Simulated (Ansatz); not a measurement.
The elements of this relaxed trial crystal are hidden behind letters.

```
lattice vectors (Å)
   3.2761    0.0000    0.0000
   0.0000    3.2761    0.0000
   0.0000    0.0000    3.2761
fractional positions
X 0.5000 0.5000 0.5000
Z 0.0000 0.0000 0.0000
```

These are results of Ansatz 0.2.0, DFT PBE, scalar-relativistic, plane waves, PAW, not measurements. Settings of the last relaxation (2-atom cell): 420 eV, 16×16×16 k points, Gaussian smearing of 0.10 eV, collinear spin.

- Space group: Pm-3m (No. 221)
- Conventional cell: a = 3.276 Å
- Volume per atom: 17.58 Å³
- Density: 6.03 g/cm³
- Energy over the elements: −0.02 eV/atom
- Gap on the 16×16×16 mesh of the 2-atom cell: 0 eV (a metal)
- Net moment per atom: 0.43 μB

Energies are uncorrected and count from the elements' standard states at the same level.

Q: X is a d-block element of period 4 and Z is a p-block element of period 4. Which elements are they?

A: X = Ti, Z = Br, so the formula is TiBr, here in the caesium chloride type. Density times volume gives a mean mass of 6.03 × 17.58/1.6605 = 63.8 u per atom, and this set has 63.9 u. Around Ti lie 8 Br at 2.84 Å and 6 Ti at 3.28 Å; Br is surrounded by 8 Ti at 2.84 Å and 6 Br at 3.28 Å. Other sets within the hints have nearly the same mass, so mass alone doesn't settle it; this one was computed.

In such compounds of Ti a zero gap at this level may well be an artefact, since no Hubbard U is applied. Another magnetic order may lie lower. A structure relaxed within its symmetry needn't be a true minimum.
